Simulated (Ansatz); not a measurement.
CrClO in space group Pmmn (No. 59; Cr on 2a, Cl on 2b, O on 2b), plane-wave PAW r²SCAN+D4 (Ansatz code). The conduction-band minimum lies on the Z–U line, 61 % of the way from Z, with 2 equivalent valleys. Second derivatives d²E/dk² of the lowest band at one valley (eV·Å²), along Cartesian directions:

| direction | d²E/dk² |
|---|---|
| [100] | 5.362 |
| [010] | 7.511 |
| [001] | 1.839 |
| [110] | 6.441 |
| [101] | 3.599 |
| [011] | 4.679 |

**Question.** Find the principal effective masses, the density-of-states mass and the conductivity mass.

**Answer.** Off-diagonal terms follow from H_xy = H[110] − (H_xx + H_yy)/2, and m*/mₑ = 7.620 eV·Å² over each eigenvalue: 1.0, 1.4, 4.1. One valley's DOS mass (m₁m₂m₃)^(1/3) = 1.8, conductivity mass 3/(Σ 1/mᵢ) = 1.6 mₑ.

**Question.** What effective density of states Nc follows at 300 K for parabolic valleys?

**Answer.** Nc = 2.509e19 × 2 × (1.8)^(3/2) / 2 (one spin channel) ≈ 6.1e19 cm⁻³.

The first step of the workflow began from a Materials Project structure, measured or hypothetical; the Crystallography Open Database copy checked does not list it. Its standing as an ambient phase is unchecked. Symmetry was held in the r²SCAN+D4 relaxation; whether a distortion lowers the energy is not shown. Magnetic state: ferromagnetic, chosen from 4 collinear starts compared on coarse meshes (ties went to the first, and starts can fall back to one state), not a proven ground state. Other orbital occupations within this spin state were not tried. No Hubbard U is applied.

Potentials: the later of the program's two PAW sets.

Edges and masses are those of Kohn–Sham bands, whose gap is no quasiparticle gap.
